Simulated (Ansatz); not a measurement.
All-electron DFT: BaSc₂

This is model BaSc₂ in the fluorite structure, strained and with atoms displaced, one atom being moved towards a neighbour.

PBE on LAPW, all electrons: scalar-relativistic, cores by Dirac's equation, point nucleus (Ansatz). Sampling: 2×2×2 (half-step shift) mesh with 0.15 eV Fermi–Dirac smearing (a coarse mesh, not converged over the zone). In metals such a mesh can move stress, forces and moments by their own size. On this fcc-type cell the shift lowers the mesh's symmetry. No spin polarisation. Thinly bonded d atoms may carry moments, which this run forbids. Labels count atoms in the order given.

Lattice vectors (Å):
```
-3.7358  0.0308  3.8279
 0.0241  3.8593  3.8827
-3.6833  3.7519  0.0833
```

```
atom       x       y  z (fractional)
 Ba1  0.6251  0.2616          0.9107
 Sc2  0.8486  0.4787          0.2572
 Sc3  0.4055  0.9991          0.6699
```

Forces in eV/Å:
```
Ba1  -0.310  0.180 -0.601
Sc2   0.630 -0.565  0.496
Sc3  -0.319  0.384  0.105
```

Stress xx yy zz yz xz xy in GPa, positive in compression: -0.50 -0.46 1.70 -1.38 1.65 -1.94.

| Item | Value |
| --- | --- |
| Pressure | 0.25 GPa |
| Largest force | 0.981 eV/Å |
